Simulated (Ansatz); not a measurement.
Sb (diamond type), DFT, LDA, PAW with Ansatz's default frozen-core files, scalar-relativistic (Ansatz 0.2.0), on 1 thread of Arm Neoverse V1 (shared host).

Command: `ansatz run input.yaml --threads 1 --pin off --max-ram 2048MiB --backend cpu --events-out ev --progress --plain --runs-dir out`

```yaml
crystal:
  lattice:
    - [0.0, 3.4064437571, 3.4064437571]
    - [3.4064437571, 0.0, 3.4064437571]
    - [3.4064437571, 3.4064437571, 0.0]
  atoms:
    - { symbol: Sb, position: [-0.125, -0.125, -0.125] }
    - { symbol: Sb, position: [0.125, 0.125, 0.125] }
kpoints:
  mp_grid: { grid: [10, 10, 10] }
  band_path:
    path:
      - [0.0, 0.0, 0.0]
      - [0.5, 0.0, 0.5]
      - [0.625, 0.25, 0.625]
      - [0.375, 0.375, 0.75]
      - [0.0, 0.0, 0.0]
      - [0.5, 0.5, 0.5]
      - [0.5, 0.25, 0.75]
      - [0.5, 0.0, 0.5]
    npoints: 8
scf:
  occupations: { method: fermi_dirac, width: 0.1 }
hamiltonian:
  xc: lda
  pseudopotentials: { kind: paw }
output:
  forces: true
  stress: true
  eigenvalues: true
  populations: true
  dos: { projected: true, de: 0.2, e_range: [-14, 8] }
```

(1) How large is the problem that the program sets up?

(2) About how long does it take?

## Answers

(1) 47 irreducible k-points, 1471 plane waves at Γ, 19 bands.

(2) 7.5 s of wall time for 6 SCF iterations. Times on shared machines scatter by tens of per cent.
